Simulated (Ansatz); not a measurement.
The elements of this relaxed trial crystal are hidden behind letters.

```
lattice vectors (Å)
  -3.1774    3.3784    3.3837
   3.1774   -3.3784    3.3837
   3.1774    3.3784   -3.3837
fractional positions
X 0.0000 0.0000 0.0000
Z 0.0000 0.5000 0.5000
Z 0.5000 0.2488 0.7488
Z 0.5000 0.7512 0.2512
Q 0.7003 0.0000 0.7003
Q 0.6960 0.5000 0.1960
Q 0.1895 0.9516 0.7622
Q 0.1895 0.4273 0.2378
Q 0.2997 0.0000 0.2997
Q 0.3040 0.5000 0.8040
Q 0.8105 0.5727 0.7622
Q 0.8105 0.0484 0.2378
```

The calculation used Ansatz 0.2.0, DFT PBE, scalar-relativistic, plane waves, PAW. Cutoff 420 eV, Γ-centred 6×6×6 mesh (12-atom cell), Gaussian smearing of 0.02 eV, no spin polarisation.

| Item | Value |
| --- | --- |
| Space group | Immm (No. 71) |
| Conventional cell | a = 6.355 Å, b = 6.757 Å, c = 6.767 Å |
| Volume per atom | 12.11 Å³ |
| Density | 6.08 g/cm³ |
| Energy over the elements | −1.939 eV/atom |
| Gap on the 6×6×6 mesh of the 12-atom cell | 1.72 eV |

Energies are uncorrected and count from the elements' standard states at the same level.

Question: X is a d-block element of period 4, Z is a p-block element of period 5 and Q is a p-block element of period 2. Which elements are they?

Answer: X = Ti, Z = Sn, Q = O, so the formula is TiSn3O8. Density times volume gives a mean mass of 6.08 × 12.11/1.6605 = 44.3 u per atom, and this set has 44.3 u. Around Ti lie 6 O at 1.98–2.03 Å and 2 Sn at 3.18 Å; Sn on a site of symmetry mmm has 6 O at 2.05–2.10 Å and 2 Ti at 3.18 Å; around O on a site of symmetry m2m lie 1 Ti at 2.03 Å and 2 Sn at 2.08 Å; 3 more sites not described. Other sets within the hints have nearly the same mass, so mass alone doesn't settle it; this one was computed.

Kohn–Sham gaps at this level usually fall short of measured ones. A later test with randomly moved atoms came back to the same energy, though modes that don't fit the test's cell weren't probed.
